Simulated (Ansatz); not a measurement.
MoAs$_{2}$ in space group C2/m (No. 12; Mo on 4i, As on 4i, As on 4i) at seven volumes, plane-wave PAW PBEsol (Ansatz code), shape and atoms relaxed at each. One row is withheld.

| V (Å³/atom) | P (GPa) |
|---|---|
| 15.063 | 18.08 |
| 15.559 | 11.01 |
| 16.056 | ? |
| 16.552 | 0.00 |
| 17.049 | -4.23 |
| 17.545 | -7.78 |
| 18.042 | -10.73 |

Q: Fit the shown pressures and predict the withheld one.

A: Third-order Birch–Murnaghan: P = (3/2)B₀(x^(7/2) − x^(5/2))[1 + (3/4)(B′ − 4)(x − 1)] with x = (V₀/V)^(2/3). Least squares on the six rows gives V₀ = 16.552 Å³/atom, B₀ = 153.1 GPa, B′ = 4.78. At V = 16.056, x = 1.0205 and P = 5.01 GPa. The run itself gave 5.04 GPa.

The first step of the workflow began from a Materials Project structure, measured or hypothetical; the Crystallography Open Database copy checked does not list it. COD files the formula under space group No. 5. Its standing as an ambient phase is unchecked. Symmetry was held in the PBEsol relaxation; whether a distortion lowers the energy is not shown. The run is not spin-polarised.

Potentials: the later of the program's two PAW sets.
